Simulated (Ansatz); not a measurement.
A relaxed structure of HgS. These are PBEsol (plane waves to 420 eV, PAW, scalar-relativistic; Ansatz, a first-principles code) values and carry that method's errors.

```xyz
8
Lattice="4.1556 0.0000 0.0000 -2.0778 3.5989 0.0000 0.0000 0.0000 13.5664" Properties=species:S:1:pos:R:3 pbc="T T T"
Hg     0.0000     0.0000     6.7870
Hg     0.0000     0.0000     0.0038
Hg     2.0778     1.1996     3.3966
Hg     0.0000     2.3992    10.1798
S      0.0000     0.0000     4.2409
S      0.0000     0.0000    11.0242
S      2.0778     1.1996     0.8463
S      0.0000     2.3992     7.6295
```

Question: Find the space group and the Wyckoff positions (tolerance 0.01 Å).

Answer: Space group P6₃mc (No. 186); a = b = 4.156 Å, c = 13.566 Å, α = β = 90.00°, γ = 120.00°

```tsv
atom	site	symmetry	x	y	z
Hg	2a	3m.	0.0000	0.0000	0.0003
Hg	2b	3m.	0.6667	0.3333	0.2504
S	2a	3m.	0.0000	0.0000	0.3126
S	2b	3m.	0.6667	0.3333	0.0624
```

This is the AFLOW prototype AB_hP8_186_ab_ab (B5, as in SiC).

Question: Give the shortest distances between elements (the closest pairs, up to four, under 3.6 Å).

Answer: Hg–S 2.54 Å.

| Property | Value |
|---|---|
| Volume per atom | 25.36 Å³ |
| Density | 7.62 g/cm³ |
| Band gap | zero, with touching bands (no spin-orbit coupling) |

No spin polarisation in the result. Without spin-orbit coupling the bands of the heavy element are not split, so the gap can be far off.

The run could not lose the symmetry of its start.

The first start was generated by placing the elements on the sites of a structure type. Materials Project lists a structure of HgS in the same space group, P6₃mc (No. 186); the sites were not compared with it, nor with measured phases. Known forms of HgS include space group No. 154, 216.
